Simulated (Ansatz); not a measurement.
Computed with DFT PBE, scalar-relativistic, plane waves, PAW (Ansatz 0.2.0). Settings: cutoff 420 eV, Γ-centred meshes spaced at most about 0.3 Å⁻¹ (2π included), Gaussian smearing. No spin polarisation in the final relaxations.

These are static total energies at zero pressure.

Two relaxed structures of Mg3CdSe4:

A.

```
CELL_PARAMETERS angstrom
4.28406 0.00000 0.00000
0.00000 4.28406 0.00000
0.00000 0.00000 12.03726
ATOMIC_POSITIONS crystal
Mg 0.00000 0.00000 0.75461
Mg 0.50000 0.50000 0.00000
Mg 0.00000 0.00000 0.24539
Cd 0.50000 0.50000 0.50000
Se 0.50000 0.00000 0.12270
Se 0.00000 0.50000 0.36708
Se 0.50000 0.00000 0.63292
Se 0.00000 0.50000 0.87730
```

B.

```
CELL_PARAMETERS angstrom
-2.78613 2.78613 5.58323
2.78613 -2.78613 5.58323
2.78613 2.78613 -5.58323
ATOMIC_POSITIONS crystal
Mg 0.50000 0.50000 0.00000
Mg 0.75000 0.25000 0.50000
Mg 0.25000 0.75000 0.50000
Cd 0.00000 0.00000 0.00000
Se 0.74374 0.74374 0.00000
Se 0.25626 0.25626 0.00000
Se 0.50000 0.00000 0.50000
Se 0.00000 0.50000 0.50000
```

Question: Which form is favoured at zero pressure, and by what margin per atom?

Answer: A is lower, by 59 meV/atom. A has Mg and Cd ordered on zinc blende sites, space group P-4m2 (No. 115), 27.6 Å³/atom and a gap of 1.87 eV on its mesh; B has Mg and Cd ordered on rock salt sites, space group I4/mmm (No. 139), 21.7 Å³/atom and a gap of 0.28 eV. Counting Se atoms around Cd and Mg (those within 1.25 times the shortest such distance or 1.15 times the sum of covalent radii), A has Mg 4, Cd 4 and B has Mg 6, Cd 6. The lower one is the more open, so pressure narrows the difference. In A, around Mg on a site of symmetry 2mm lie 4 Se at 2.60 Å; Cd is surrounded by 4 Se at 2.67 Å; Se on its first site has 4 Mg at 2.60 Å; 2 more sites not described. In B, Mg on a site of symmetry 4/mmm is surrounded by 6 Se at 2.72–2.79 Å; Cd is surrounded by 6 Se at 2.79–2.86 Å; around Se on a site of symmetry 4mm lie 5 Mg at 2.72–2.79 Å and 1 Cd at 2.86 Å; 2 more sites not described. Both come from invented guesses.

Kohn–Sham gaps at this level usually fall short of measured ones. With atoms moved at random, P-4m2 came back. Other cells relaxed within their symmetry can be saddle points.
